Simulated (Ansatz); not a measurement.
An Ansatz (a quantum-chemistry and plane-wave program) run. Input:

Ansatz 0.2 input:
```yaml
crystal:
  lattice:
    - [0.0, 2.8671787302, 2.8671787302]
    - [2.8671787302, 0.0, 2.8671787302]
    - [2.8671787302, 2.8671787302, 0.0]
  atoms:
    - { symbol: Al, position: [0.25, 0.25, 0.25] }
    - { symbol: Al, position: [0.75, 0.75, 0.75] }
    - { symbol: Cu, position: [0.5, 0.5, 0.5] }
kpoints:
  mp_grid: { grid: [12, 12, 12] }
hamiltonian:
  xc: r2scan
  pseudopotentials: { kind: paw }
scf:
  occupations: { method: gaussian, width: 0.1 }
checkpoint: { read: metal.run }
output: { write_density: true, elf: true, volumetric_format: npy }
```

Output (shortened):

```
Pseudopotentials: kind: paw
Pseudopotential: Al, paw, valence charge 3
Pseudopotential: Cu, paw, valence charge 19
Functional definition: r2SCAN
Crystal: 3 atoms, lattice volume = 47.141 Å³
Basis set: ecut = 500 eV, 1243 PW (Γ), exchange–correlation on 120×120×120 points (64 copies of the dense FFT grid, shifted against one another)
Bands: 21, of which v1, the nominal top of the filled ones, is band 13 counted from 1 (12 counted from 0)
Symmetry: 48 space group operations
Space group: Fm-3m (ITA 225), of the structure as read, at distance tolerance 3.6e-5 Å
k-points: 72 of 1728
PAW frozen core: Al, regenerated for the run's functional
PAW frozen core: Cu, regenerated for the run's functional
Initial density: read from a saved state, or passed on in memory by an earlier SCF of this step, an earlier step, the calling program or the single point that …
Stability of the state it starts from, as read at its close in the unpolarized treatment …
Initial wavefunctions: pseudopotential atomic-orbital guess
Eigensolver: davidson
Functional: x = r2scan, c = r2scan; τ floored in thin density (d = 2e-4 eV/Å³)
iter 1 solved again at ethr=6.31e-8 eV; its pass at ethr=3.10e-3 eV (dr2=1.58e-5 eV) is discarded
SCF iter   1: F=—  HF=-7712.692744 eV  |F-HF|=—  |Δ(HF+E_count)|=         —  Δρ=3.90e-7  dr2=3.44e-11  dr2_τ=1.67e-12  ethr=6.31e-8  ⟨swp⟩=3.0  Hψ=11204  notcnv=0
all-band conjugate gradients solve this SCF's bands
preconditioner: auto → Kerker (q_TF=auto, 2.455 Å⁻¹)
SCF iter   2: F=-7712.692744 eV  HF=-7712.692744 eV  |F-HF|=4.00e-11  |Δ(HF+E_count)|=   1.24e-9  Δρ=5.59e-7  dr2=6.87e-11  dr2_τ=1.10e-12  ethr=1.00e-12  ⟨swp⟩=6.3  Hψ=6479  notcnv=0
SCF 1 converged in 2 iterations: F = -7712.692744 eV  dr2 = 6.87e-11
SCF converged after 2 iterations
Free energy (F): -7712.692744 eV
Harris-Foulkes:  -7712.692744 eV  (|F-HF|=4.00e-11)
Internal energy: -7712.687427 eV  (E = F + TS)
E sigma→0 (E₀):  -7712.690085 eV
Entropy (-TS):   -0.005316 eV (-1.772 meV/atom)
Fermi energy:    9.283503 eV
--- Per-component energies (eV) ---
  E_band       = -517.954746
  E_kinetic    = 346.472545
  E_local      = -5896.429575  (includes V_loc(G=0)·N_el)
  E_nonlocal   = 404.496421
  E_hartree    = 2643.999850
  E_xc         = -158.837907
  E_vxc        = -190.039832  (∫ρ·V_xc dr)
  E_paw        = -2616.033779  (= ΣΔE_a)
  E_vpaw       = -482.596396  (= ΣTr[D̂ρ^β])
  E_aug_tail   = 0.000146  (compensation charges beyond the density's cutoff)
  E_vtau       = 12.141667  (kinetic-family band-sum trace: ∫τ·v_τ [+ j·A + Jᵃ·Aᵃ] dr)
  E_ewald      = -2435.933806
  E_core_change = -0.421324  (= ΣΔE_core)
  E_smearing   = -0.005316  (= −TS)
  E_closure    =  0.000000  (closes the sum)
  Σ components = -7712.692744   (vs F -7712.692744, Δ=0.00e0)
  [band-id]    e_kinetic+e_local+e_nonlocal+2·e_hartree+e_vxc+e_vpaw+e_augmentation_tail+e_vtau = -517.955323   (vs E_band -517.954746, Δ=-5.77e-4)
--- Band table (eV; the first three rows and the last of 72) ---
  k-point 0: bands = ["-108.4397", "-64.2285", "-64.2285", "-64.2285", "-1.4958", "4.6015", "4.6015", "4.6015", "5.1764", "5.1764", "12.3330", "12.3330", "12.3330", "12.4688", "12.4688", "12.4688", "14.4519", "16.9176", "16.9176", "16.9176", "17.1248"]
  k-point 1: bands = ["-108.4397", "-64.2285", "-64.2285", "-64.2285", "-1.3967", "4.5691", "4.6174", "4.6174", "5.1723", "5.1723", "10.6725", "11.6882", "11.6882", "13.1869", "13.1869", "13.3258", "15.1399", "15.8505", "15.8505", "16.6981", "18.3963"]
  k-point 2: bands = ["-108.4397", "-64.2285", "-64.2285", "-64.2285", "-1.1010", "4.4679", "4.6586", "4.6586", "5.1658", "5.1658", "8.8886", "11.0920", "11.0920", "13.4346", "13.7257", "13.7257", "15.2886", "15.2886", "16.0043", "16.6874", "19.8378"]
  k-point 71: bands = ["-108.4397", "-64.2286", "-64.2286", "-64.2285", "3.4937", "3.4937", "3.8895", "4.2780", "5.1557", "5.3779", "5.6230", "5.6230", "6.7826", "13.8232", "13.8232", "14.8032", "15.4422", "21.5848", "21.6569", "22.2593", "22.2593"]
  band table: 21 of 21 bands, residual norms ≤ 1.0e-3 eV
```

Cost: around 2.7 core-seconds (rough) on shared cores.

The first step of the workflow began from a Materials Project structure, measured or hypothetical; the Crystallography Open Database copy checked does not list it. It is not the phase usual at ambient conditions (space group No. 140). Symmetry was held in the r²SCAN relaxation; its stability against distortions is not shown here. The run is not spin-polarised.

Potentials: the later of the program's two PAW sets.

Ansatz is a plane-wave DFT program.
